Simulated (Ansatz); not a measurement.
Relaxed BaHfO₃ (cubic perovskite):

```xyz
5
Lattice="4.2062 0.0000 0.0000 0.0000 4.2062 0.0000 0.0000 0.0000 4.2062" Properties=species:S:1:pos:R:3 pbc="T T T"
Ba     0.0000     0.0000     0.0000
Hf     2.1031     2.1031     2.1031
O      0.0000     2.1031     2.1031
O      2.1031     2.1031     0.0000
O      2.1031     0.0000     2.1031
```

The atoms are displaced by Q × the pattern below (from a DFPT mode at Γ, largest move 1; Q in Å), at fixed cell. It is one choice among 3 degenerate patterns.

| atom | x | y | z |
|---|---|---|---|
| O3 | 0.000 | 0.000 | -1.000 |
| O5 | 0.000 | 0.000 | 1.000 |

Atoms not listed stay in place.

Computed with PBE (plane waves to 420 eV, PAW, scalar-relativistic; Ansatz, a first-principles code). k mesh 8×8×8 (Γ-centred), Fermi-Dirac smearing 0.05 eV. Energies are smeared free energies. BaHfO3 is run without spin polarisation. BaHfO3 was relaxed with its symmetry unable to fall. Spin-orbit coupling is left out, though Hf is heavy. ΔE is measured from the undisplaced structure.

Successive frames, forces in eV/Å:

| frame | ΔE (eV/cell) | F on Ba1 | F on Hf2 | F on O3 | F on O4 | F on O5 |
|---|---|---|---|---|---|---|
| Q = 0.150 Å | 0.0575 | (0.000, 0.000, 0.000) | (0.000, 0.000, 0.000) | (0.000, 0.000, 0.402) | (0.000, 0.000, 0.000) | (0.000, 0.000, -0.402) |
| Q = 0.120 Å | 0.0361 | (0.000, 0.000, 0.000) | (0.000, 0.000, 0.000) | (0.000, 0.000, 0.311) | (0.000, 0.000, 0.000) | (0.000, 0.000, -0.311) |
| Q = 0.090 Å | 0.0200 | (0.000, 0.000, 0.000) | (0.000, 0.000, 0.000) | (0.000, 0.000, 0.227) | (0.000, 0.000, 0.000) | (0.000, 0.000, -0.227) |
| Q = 0.060 Å | 0.0088 | (0.000, 0.000, 0.000) | (0.000, 0.000, 0.000) | (0.000, 0.000, 0.148) | (0.000, 0.000, 0.000) | (0.000, 0.000, -0.148) |

Question: What are the energy and the forces in the next frame, Q = 0.030 Å?

Answer: ΔE (eV/cell) = 0.0022.

```
atom     Fx     Fy      Fz
----  -----  -----  ------
Ba1   0.000  0.000   0.000
Hf2   0.000  0.000   0.000
O3    0.000  0.000   0.073
O4    0.000  0.000   0.000
O5    0.000  0.000  -0.073
```

(A displaced cell: forces are minus the slopes of the energy, force constants its curvatures, and phonons follow from these.)
